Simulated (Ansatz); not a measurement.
La2O3 (A-La2O3 type, space group P-3m1)

```
CELL_PARAMETERS angstrom
      3.94027     0.00000     0.00000
     -1.97014     3.41238     0.00000
      0.00000     0.00000    12.37598
ATOMIC_POSITIONS crystal
  La 0.33333 0.66667 0.12369
  La 0.33333 0.66667 0.62369
  La 0.66667 0.33333 0.37631
  La 0.66667 0.33333 0.87631
  O  0.00000 0.00000 0.00000
  O  0.00000 0.00000 0.50000
  O  0.33333 0.66667 0.32264
  O  0.33333 0.66667 0.82264
  O  0.66667 0.33333 0.17736
  O  0.66667 0.33333 0.67736
```

A phonon eigenvector at A = (0.0, 0.0, 0.5) is frozen into this cell: atom i moves by Q times the vector below, so Q is the largest atomic displacement, in Å. The cell is held. It is one choice among 2 degenerate patterns. (q is in reciprocal vectors of the primitive cell; the cell shown is doubled to hold the pattern.)

| atom | x | y | z |
|---|---|---|---|
| La1 | 0.000 | -0.038 | 0.000 |
| La2 | 0.000 | 0.038 | 0.000 |
| La3 | 0.000 | 0.038 | 0.000 |
| La4 | 0.000 | -0.038 | 0.000 |
| O5 | 0.000 | 1.000 | 0.000 |
| O6 | 0.000 | -1.000 | 0.000 |
| O7 | 0.000 | -0.159 | 0.000 |
| O8 | 0.000 | 0.159 | 0.000 |
| O9 | 0.000 | 0.159 | 0.000 |
| O10 | 0.000 | -0.159 | 0.000 |

These are PBE (plane waves to 420 eV, PAW, scalar-relativistic; Ansatz, a program for electronic structure) values and carry that method's errors. k mesh 10×10×3 (Γ-centred), Fermi-Dirac smearing 0.05 eV. E stands for the smeared free energy. La2O3 is run without spin polarisation. La2O3 was relaxed with its symmetry unable to fall. ΔE is measured from the undisplaced structure.

| Q (Å) | ΔE (meV/cell) |
|---|---|
| -0.180 | withheld |
| -0.150 | 39.8 |
| -0.120 | 25.3 |
| -0.090 | 14.2 |
| -0.060 | 6.3 |
| -0.030 | 1.6 |
| 0.000 | 0.0 |
| 0.030 | 1.6 |
| 0.060 | 6.3 |
| 0.090 | 14.2 |
| 0.120 | 25.3 |
| 0.150 | 39.8 |
| 0.180 | withheld |

### Question
Fit an even polynomial form (powers 2, 4) to the given rows and predict ΔE at Q = -0.180.

### Answer
Least squares on the 11 given rows: ΔE = (1742)·Q² + (1189)·Q⁴, in meV/cell with Q in Å; root-mean-square residual 0.02 meV/cell. At -0.180 the fit gives 57.7 meV/cell; the calculation gives 57.8 meV/cell, so the extrapolation is off by -0.1 (-0.2 %). The quadratic term alone would give 56.4 meV/cell.

(For displaced atoms, the force is minus the slope of the energy, and its curvature is a force constant, which sets phonon frequencies.)
